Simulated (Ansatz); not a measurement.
Given:

NaCl (rock salt) is sheared across one {100} plane: the third cell vector gains the shift, so faults repeat every 8.5 Å. The cut lies between planes 2.85 Å apart; the cell height is held.

```
NaCl
1.0
    4.02735     0.00000     0.00000
    0.00000     4.02735     0.00000
    2.01367     2.01367     8.54329
Cl Na
3 3
Cartesian
  1.67806   1.67806   7.11941
  1.67806   1.67806   1.42388
  3.69173   3.69173   4.27164
  3.69173   3.69173   7.11941
  3.69173   3.69173   1.42388
  1.67806   1.67806   4.27164
```

In-plane vectors a = (4.027, 0.000) Å, b = (0.000, 4.027) Å, area 16.22 Å². The shift is s times the vector a (length 4.027 Å), so s = 1 restores the start. Atoms relax along the normal only. γ = [E(shift) − E(0)] / area.

Computed with PBE (plane waves to 420 eV, PAW, scalar-relativistic; Ansatz, an electronic-structure program). k mesh 7×7×7 (Γ-centred), Fermi-Dirac smearing 0.05 eV. Energies are extrapolated to zero smearing. Faults lie only 8.5 Å apart, and holding the cell height raises γ above its relaxed value. NaCl was relaxed with its symmetry unable to fall. The zero of γ is zero shift.

The scan covers s from 0.000 to 0.917 in 12 points.

**Question.** Does γ have a local minimum between the ends of the line, and at which s?

**Answer.** No computed point is one.

**Question.** At which s is γ highest?

**Answer.** s = 0.500.

**Question.** What is the highest γ among twelve even steps of s?

**Answer.** 362 mJ/m².

(The slope of γ gives the shear force per area between the displaced halves; near zero shift its curvature is an elastic stiffness.)
